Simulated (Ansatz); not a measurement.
# BiAs: one input, then a changed one

The cell was built from the zincblende type and relaxed in the same program; it needn't be a known or the stable phase. The listed cell was then made from it by scaling, straining or moving an atom.

First run: DFT, PBE, PAW with Ansatz's default frozen-core files, scalar-relativistic (Ansatz 0.2.0).

Command: `ansatz run input.yaml --threads 1 --pin off --max-ram 2048MiB --backend cpu --events-out ev --progress --plain --runs-dir out` The run took 20 s on 1 thread of Arm Neoverse V1 (shared host), peak memory 0.48 GiB.

```yaml
crystal:
  lattice:
    - [0.0, 3.3866785904, 3.3531471192]
    - [3.3866785904, 0.0, 3.3531471192]
    - [3.3866785904, 3.3866785904, 0.0]
  atoms:
    - { symbol: As, position: [0.0, 0.0, 0.0] }
    - { symbol: Bi, position: [0.25, 0.25, 0.25] }
kpoints:
  mp_grid: { grid: [10, 10, 10] }
scf:
  occupations: { method: fermi_dirac, width: 0.05 }
hamiltonian:
  xc: pbe
  pseudopotentials: { kind: paw }
output:
  forces: true
  stress: true
  eigenvalues: true
  efg: { contact_densities: true }
```

Result: converged; pressure -0.72 GPa; no gap on the k mesh; 8 SCF iterations.

No spin–orbit coupling, which matters for the heavy atoms here.

The input is then changed:

```diff
@@ -11,4 +11,5 @@
 scf:
   occupations: { method: fermi_dirac, width: 0.05 }
+  n_extra_bands: 32
 hamiltonian:
   xc: pbe
@@ -19,3 +20,9 @@
   eigenvalues: true
   efg: { contact_densities: true }
+  write_density: true
+  write_potential: true
+  elf: true
+  volumetric_format: npy
+basis:
+  ecutwfc: "250 eV"
```

(1) Predict the outcome of the changed run.

## Answers

(1) It converged; energy at zero smearing +857.5 meV/atom from the first run; pressure -0.35 GPa; no gap on the k mesh; 8 SCF iterations. Some of these settings are too coarse for converged properties.
